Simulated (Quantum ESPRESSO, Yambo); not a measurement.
## Levels of theory for the gap of NaF

NaF (rock salt, space group Fm-3m, No. 225): one geometry, one set of PBEsol (pw.x of Quantum ESPRESSO, ONCV potentials, without SOC) orbitals, self-energies from Yambo (6×6×6 Γ-centred k mesh, bands 2 to 93 and a 14 Ry block in the screening, 93 bands in G with the Bruneval-Gonze terminator, plasmon pole fitted at 27.2 eV).

Cell and atoms were relaxed with PBEsol from Materials Project entry mp-682, within its symmetry.

```
level                                                        gap Γ → Γ (eV)                   rough Yambo cost
-----------------------------------------------------------  --------------  ---------------------------------
PBEsol (Quantum ESPRESSO)                                              6.22                                  –
exchange only (Hartree-Fock self-energy on PBEsol orbitals)           18.46              about 1/30 (6 states)
static COHSEX@PBEsol                                                  13.13  within a factor of two (2 states)
G0W0@PBEsol, plasmon pole                                             10.78                       1 (6 states)
```

Bare exchange has no screening and gives the widest gap; static COHSEX screens it but leaves out the frequency dependence, which G0W0 restores.

Costs are rough ratios of core time on shared machines.

Convergence of the G0W0 settings was not tested.
